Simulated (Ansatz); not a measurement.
Te$_{2}$Mo:
```xyz
6
Lattice="3.5565 0.0000 0.0000 -1.7782 3.0800 0.0000 0.0000 0.0000 15.3439" Properties=species:S:1:pos:R:3 pbc="T T T"
Mo     0.0000     2.0533     3.8360
Mo     1.7782     1.0267    11.5079
Te     0.0000     2.0533     9.6997
Te     1.7782     1.0267     2.0278
Te     1.7782     1.0267     5.6442
Te     0.0000     2.0533    13.3161
```

Relaxed with PBE.

Q: Which orbitals make up the states near the band edges in PBE (plane waves, PAW; program Ansatz)?

A: Top 1 eV of the valence band: Mo 4d 56 %, Te 5p 40 %. Bottom 1 eV of the conduction band: Mo 4d 67 %, Te 5p 27 %. Projections are on Löwdin-orthogonalised atomic valence shells; empty p or d shells of many metals are not among them.

Q: Tabulate the density of states.

A: States/eV per cell of 6 atoms, in 0.25 eV bins, energy from the valence-band maximum.

```tsv
E (eV)	total	Te 5p	Mo 4d	Mo 5s
-7.85	0.00	0.00	0.00	0.00
-7.60	0.00	0.00	0.00	0.00
-7.35	0.00	0.00	0.00	0.00
-7.10	0.00	0.00	0.00	0.00
-6.85	0.00	0.00	0.00	0.00
-6.60	0.00	0.00	0.00	0.00
-6.35	0.00	0.00	0.00	0.00
-6.10	0.00	0.00	0.00	0.00
-5.85	0.00	0.00	0.00	0.00
-5.60	0.00	0.00	0.00	0.00
-5.35	0.78	0.57	0.10	0.08
-5.10	2.21	1.58	0.34	0.19
-4.85	3.05	2.11	0.55	0.24
-4.60	5.20	3.55	1.12	0.30
-4.35	8.27	5.66	2.18	0.14
-4.10	3.80	2.54	1.07	0.05
-3.85	1.74	1.23	0.40	0.03
-3.60	2.85	1.92	0.58	0.13
-3.35	9.00	5.59	2.32	0.32
-3.10	4.82	2.99	1.34	0.14
-2.85	5.04	3.29	1.47	0.06
-2.60	6.11	3.61	2.23	0.05
-2.35	6.15	3.14	2.81	0.03
-2.10	3.95	1.93	1.88	0.03
-1.85	4.28	2.22	1.86	0.03
-1.60	9.96	5.71	3.79	0.02
-1.35	7.81	4.22	3.25	0.03
-1.10	6.36	3.46	2.59	0.06
-0.85	5.40	2.43	2.75	0.03
-0.60	5.81	2.16	3.44	0.03
-0.35	7.86	3.20	4.36	0.08
-0.10	1.57	0.30	1.22	0.02
0.15	0.00	0.00	0.00	0.00
0.40	0.00	0.00	0.00	0.00
0.65	0.00	0.00	0.00	0.00
0.90	0.01	0.00	0.01	0.00
1.15	4.23	1.04	2.92	0.09
1.40	8.15	2.01	5.75	0.12
1.65	9.77	2.49	6.65	0.23
1.90	6.57	2.42	3.62	0.08
2.15	6.88	2.89	3.42	0.03
2.40	5.36	2.52	2.39	0.01
2.65	3.20	1.67	1.24	0.01
2.90	2.58	1.43	0.91	0.01
3.15	4.73	2.74	1.65	0.01
3.40	6.59	3.56	2.54	0.02
3.65	4.40	2.16	1.79	0.03
3.90	1.74	0.68	0.67	0.15
4.15	0.92	0.10	0.04	0.43
4.40	1.32	0.15	0.06	0.54
4.65	1.67	0.18	0.08	0.56
4.90	1.96	0.21	0.09	0.60
5.15	1.19	0.13	0.05	0.36
```

Space group P6_3/mmc. Symmetry was held in the PBE relaxation. The run is not spin-polarised. A crystal of weakly bound layers computed without a dispersion correction: the cell and the soft elastic constants depend strongly on that. Spin–orbit coupling is left out wherever it is not named.

Potentials: the later of the program's two PAW sets.
